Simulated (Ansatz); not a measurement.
GaN (rock salt, Fm-3m), r²SCAN (plane waves, PAW; program Ansatz), all energies at zero smearing, with the estimated change up to a 700 eV cutoff added, with one set of potentials and settings (totals compare only within such a set). Cell of 2 atoms (1 Ga, 1 N): -4175.441 eV.

```
element            reference phase  E (eV/atom)
-------  -------------------------  -----------
Ga       Cmce, 4 atoms in the cell   -3790.2689
N        Pa-3, 8 atoms in the cell    -384.8315
```

Formation energy per atom, worked out: (-4175.441 − 1×(-3790.2689) − 1×(-384.8315))/2 = -0.170 eV/atom (-16 kJ per mol of atoms), at 0 K, without zero-point energy or fitted corrections.

This is a known high-pressure phase of the composition, computed here at zero pressure and temperature. The cell was relaxed with r²SCAN under the symmetry of its start; whether a distortion lowers the energy is not shown. The references are the lowest solids computed at this level, not always the standard phases (solids in place of the gases).

Potentials: the later of the program's two PAW sets.
